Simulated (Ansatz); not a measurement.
# Computed frozen-phonon scan: Be (hcp, Mg type)

Be (hcp, Mg type)

```
Be
1.0
    4.52630     0.00000     0.00000
   -1.13157     1.95994     0.00000
    0.00000     0.00000     3.56313
Be
4
Cartesian
  0.00000   1.30663   2.67235
  2.26315   1.30663   2.67235
  1.13157   0.65331   0.89078
  3.39472   0.65331   0.89078
```

A phonon eigenvector at M = (0.5, 0.0, 0.0) is frozen into this cell: atom i moves by Q times the vector below, so Q is the largest atomic displacement, in Å. The cell is held. (q is in reciprocal vectors of the primitive cell; the cell shown is doubled to hold the pattern.)

```tsv
atom	x	y	z
Be1	0.500	-0.866	0.000
Be2	-0.500	0.866	0.000
Be3	-0.500	0.866	0.000
Be4	0.500	-0.866	0.000
```

These are r2SCAN (plane waves to 500 eV, PAW, scalar-relativistic; Ansatz, a quantum-chemistry and plane-wave program) values and carry that method's errors. k mesh 23×23×13 (Γ-centred), Fermi-Dirac smearing 0.05 eV. The energy includes the smearing's −TS. Stress and pressure are positive under compression. With partly filled bands, energies and forces of such displacements shift with the k mesh and the smearing. Be was relaxed with its symmetry unable to fall. The PAW data are Ansatz's earlier set. ΔE is measured from the undisplaced structure.

```json
[
 {"Q (Å)": "-0.100", "ΔE (meV/cell)": "230", "−dE/dQ from forces (eV/Å)": "4.514", "P (GPa)": "1.9"},
 {"Q (Å)": "-0.083", "ΔE (meV/cell)": "161", "−dE/dQ from forces (eV/Å)": "3.807", "P (GPa)": "1.3"},
 {"Q (Å)": "-0.067", "ΔE (meV/cell)": "103", "−dE/dQ from forces (eV/Å)": "3.076", "P (GPa)": "0.8"},
 {"Q (Å)": "-0.050", "ΔE (meV/cell)": "58", "−dE/dQ from forces (eV/Å)": "2.324", "P (GPa)": "0.5"},
 {"Q (Å)": "-0.033", "ΔE (meV/cell)": "26", "−dE/dQ from forces (eV/Å)": "1.558", "P (GPa)": "0.2"},
 {"Q (Å)": "-0.017", "ΔE (meV/cell)": "7", "−dE/dQ from forces (eV/Å)": "0.782", "P (GPa)": "0.0"},
 {"Q (Å)": "0.000", "ΔE (meV/cell)": "0", "−dE/dQ from forces (eV/Å)": "0.000", "P (GPa)": "0.0"},
 {"Q (Å)": "0.017", "ΔE (meV/cell)": "7", "−dE/dQ from forces (eV/Å)": "-0.782", "P (GPa)": "0.0"},
 {"Q (Å)": "0.033", "ΔE (meV/cell)": "26", "−dE/dQ from forces (eV/Å)": "-1.558", "P (GPa)": "0.2"},
 {"Q (Å)": "0.050", "ΔE (meV/cell)": "58", "−dE/dQ from forces (eV/Å)": "-2.324", "P (GPa)": "0.5"},
 {"Q (Å)": "0.067", "ΔE (meV/cell)": "103", "−dE/dQ from forces (eV/Å)": "-3.076", "P (GPa)": "0.8"},
 {"Q (Å)": "0.083", "ΔE (meV/cell)": "161", "−dE/dQ from forces (eV/Å)": "-3.807", "P (GPa)": "1.3"},
 {"Q (Å)": "0.100", "ΔE (meV/cell)": "230", "−dE/dQ from forces (eV/Å)": "-4.514", "P (GPa)": "1.9"}
]
```

Read from the data:

The energy at Q = 0.100 Å is 230 meV/cell. Space group of the distorted cell: Pbcm (No. 57), lowered from P6_3/mmc. Symmetry of the curve: even: the same for both signs. Shape of the curve: a single well with its minimum at or next to zero displacement. Harmonic wavenumber from the curvature (finite differences): 595 cm⁻¹. Wavenumber by perturbation theory (DFPT, on another k mesh): 595 cm⁻¹.

(For displaced atoms, the force is minus the slope of the energy, and its curvature is a force constant, which sets phonon frequencies.)
